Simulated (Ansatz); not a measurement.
ZrIr (rock salt, Fm-3m), DFT-PBEsol in the program Ansatz with PAW potentials, all energies at zero smearing, with the estimated change up to a 700 eV cutoff added, with one set of potentials and settings (totals compare only within such a set). Cell of 2 atoms (1 Ir, 1 Zr): -15929.975 eV.

```tsv
element	reference phase	E (eV/atom)
Ir	Fm-3m, 1 atoms in the cell	-11800.4472
Zr	Cmmm, 3 atoms in the cell	-4128.6684
```

Formation energy per atom, worked out: (-15929.975 − 1×(-11800.4472) − 1×(-4128.6684))/2 = -0.430 eV/atom (-41 kJ per mol of atoms), at 0 K, without zero-point energy or fitted corrections.

The start of the workflow was typed in or built on a structure type; neither database checked (COD, Materials Project) lists it. COD files the formula under space group No. 221. Whether it is the stable phase at ambient conditions was not checked. The PBEsol relaxation kept the symmetry of its start; whether a distortion lowers the energy is not shown. The run is not spin-polarised. The references are the lowest solids computed at this level, not always the standard phases. Scalar-relativistic: spin–orbit coupling is off unless named, which matters more the heavier the elements.

Potentials: the earlier of the program's two PAW sets. The files were generated under PBE; for other functionals the program regenerates the frozen cores, and for LDA and PBEsol the local potential too.
